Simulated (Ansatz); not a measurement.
**Does this entry for K2PbS2O8 lie near equilibrium?**

The cell is a computed structure from the Materials Project (it need not be an observed phase).

Space group R-3m:H (No. 166); a = 5.5934, c = 21.2514 Å, γ = 120.00°.

```
site  Wyckoff  site symmetry       x       y       z
   K       6c             3m  0.0000  0.0000  0.7963
  Pb       3a            -3m  0.0000  0.0000  0.0000
   S       6c             3m  0.0000  0.0000  0.5991
  O6      18h             .m  0.1458  0.2917  0.5749
 O11       6c             3m  0.0000  0.0000  0.3313
```

One atom of each set is listed; the run and its k-mesh use a cell of 13 atoms with edges of 7.79, 7.79, 7.79 Å.

All values are calculated (Ansatz; DFT, PBE, plane waves and PAW (field gradients read without the response of the frozen cores, which leaves them typically 4 to 6 % off), scalar-relativistic, 420 eV cutoff, Γ-centred 5×5×5 k-points, Fermi–Dirac smearing 0.02 eV), not measured.

**Question.** Do the atoms and the cell lie near the calculated equilibrium?

**Answer.** Nearly. The largest force is 0.23 eV/Å, on atom 11 (O: 1 S at 1.48 Å; also 1 K at 2.71 Å, 3 Pb at 3.23 Å), and the pressure is 0.8 GPa. Relaxing the atoms is still advisable, since electric field gradients respond to shifts of a few hundredths of an ångström.
